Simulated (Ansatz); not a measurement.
Here is the system:

K₂TeCl₆:
```yaml
crystal:
  lattice:
    - [0.00000, 5.08757, 5.08757]
    - [5.08757, 0.00000, 5.08757]
    - [5.08757, 5.08757, 0.00000]
  atoms:
    - { symbol: K, position: [0.75000, 0.75000, 0.75000] }
    - { symbol: K, position: [0.25000, 0.25000, 0.25000] }
    - { symbol: Te, position: [0.00000, 0.00000, 0.00000] }
    - { symbol: Cl, position: [0.25001, 0.25001, 0.74999] }
    - { symbol: Cl, position: [0.74999, 0.74999, 0.25001] }
    - { symbol: Cl, position: [0.74999, 0.25001, 0.25001] }
    - { symbol: Cl, position: [0.25001, 0.74999, 0.74999] }
    - { symbol: Cl, position: [0.25001, 0.74999, 0.25001] }
    - { symbol: Cl, position: [0.74999, 0.25001, 0.74999] }
```

This is the r²SCAN-relaxed structure.

### Question
All from the program Ansatz at the r²SCAN level (PAW), unless another level is named. Predict the formation energy from the elements (no fitted shifts).

### Answer
-1.37 eV/atom.

### Question
And the band gap?

### Answer
2.70 eV (indirect).

### Question
Next, the electron effective mass with spin–orbit coupling?

### Answer
0.52, 0.52, 1.1 mₑ (principal values).

Space group Fm-3m. The workflow started from a Materials Project entry (that database holds measured and hypothetical structures alike); the Crystallography Open Database copy checked does not list it. COD files the formula under space group No. 139, so this cell is another polymorph or a model. Whether it is the stable phase at ambient conditions was not checked. Symmetry was held in the r²SCAN relaxation; its stability against distortions is not shown here. The references are the lowest solids computed at this level, not always the standard phases (solids in place of the gases). Spin–orbit coupling is left out wherever it is not named.

Potentials: the later of the program's two PAW sets.
